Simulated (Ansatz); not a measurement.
## What settings do to one calculation: Si started on a Ga site next to a Ga vacancy in wurtzite GaN, 15 atoms, charge +1

Ansatz (PAW, plane waves), atoms fixed. The base input:

```yaml
crystal:
  lattice:
    - [6.365492, 0.000000, 0.000000]
    - [0.000000, 5.512678, 0.000000]
    - [0.000000, 0.000000, 5.185618]
  atoms:
    - { symbol: Ga, position: [0.021273, 0.665854, 0.529188] }
    - { symbol: Ga, position: [0.753254, 0.164584, 0.487873] }
    - { symbol: Ga, position: [0.021966, 0.316659, 0.996430] }
    - { symbol: Ga, position: [0.515661, 0.341788, 0.979325] }
    - { symbol: Ga, position: [0.241427, 0.827599, 0.022537] }
    - { symbol: Ga, position: [0.742505, 0.823157, 0.979570] }
    - { symbol: Si, position: [0.485874, 0.652439, 0.530575], spin: 0.143 }
    - { symbol: N, position: [0.008236, 0.328214, 0.365399], spin: 0.143 }
    - { symbol: N, position: [0.498041, 0.353602, 0.377939], spin: 0.143 }
    - { symbol: N, position: [0.236523, 0.809064, 0.393506], spin: 0.143 }
    - { symbol: N, position: [0.743689, 0.799842, 0.374196], spin: 0.143 }
    - { symbol: N, position: [0.274155, 0.175546, 0.867155], spin: 0.143 }
    - { symbol: N, position: [0.996196, 0.667969, 0.873017] }
    - { symbol: N, position: [0.738467, 0.160301, 0.875203] }
    - { symbol: N, position: [0.480708, 0.674894, 0.876314], spin: 0.143 }
kpoints:
  mp_grid: { grid: [2, 2, 2], shift: [0.5, 0.5, 0.5] }
hamiltonian:
  xc: pbesol
total_charge: 1
magnetization:
  spin_polarized: true
scf:
  occupations: { method: fermi_dirac, width: 0.01 }
output:
  forces: true
  eigenvalues: true
  populations: true
  charged_corrections: { epsilon: 9.5 }
```

Command:

```sh
ansatz run in.yaml --threads 8 --pin off --max-ram 13300MiB --runs-dir r --events-out ev --progress --plain
```

It converged in 25 iterations and 2.1 s of wall time on 8 threads of an EPYC 9R45 processor, on a host shared with other runs; peak host memory 0.83 GiB; largest force component 5.18 eV/Å. The cutoff was the default, 420 eV. The base isn't a converged reference: it has few k points, and its atoms are unrelaxed. Each run below changes the keys shown and caps the iterations.

```tsv
run	changed	ending	iterations	free energy less the base (meV per atom)	rms change of forces (eV/Å)	change of pressure (GPa)	wall time (s, shared host)
1	mixing beta 0.03, accuracy high, max_iter 60	converged	49	6.4	0.091	–	3.7 CPU
2	n_extra_bands 0, max_iter 60	refused	–	–	–	–	–
3	dispersion d4, width 0.001 eV, max_iter 50	converged	26	other zero	0.013	–	2.2 CPU
4	xc_grid 2 (2 is the default), ecutwfc 240 eV, xc r2scan, max_iter 100	converged	27	other zero	0.534	–	2.2 CPU
5	max_iter 14, ecutwfc 180 eV, initial_magnetization 8	not converged	–	–	–	–	–
6	xc_grid 1 (2 is the default), n_extra_bands 0, max_iter 100	refused	–	–	–	–	–
```

«Other zero»: another functional, charge or dispersion term moves the zero of energy, so the difference says nothing of accuracy.

Why did some runs give no result?

- run 2: inconsistent input (scf.n_extra_bands): n_bands = 61 cannot host the net starting moment |Σ_I m_I| = 1.0010 μB: with N_el = 121 the majority spin channel must hold (N_el + |M|)/2 = 61.0005 electrons at no more than one per band — at least 62 bands (61 bands …
- run 5: did not converge after 14 iterations: dr2 = 6.31e-7 (threshold 1.00e-7), under the density mixer `msr1`, which `scf.mixing.algorithm: auto` chose by the deck's other keys (type `scf.mixing.algorithm: msr1` to keep it);
- run 6: inconsistent input (scf.n_extra_bands): n_bands = 61 cannot host the net starting moment |Σ_I m_I| = 1.0010 μB: with N_el = 121 the majority spin channel must hold (N_el + |M|)/2 = 61.0005 electrons at no more than one per band — at least 62 bands (61 bands …
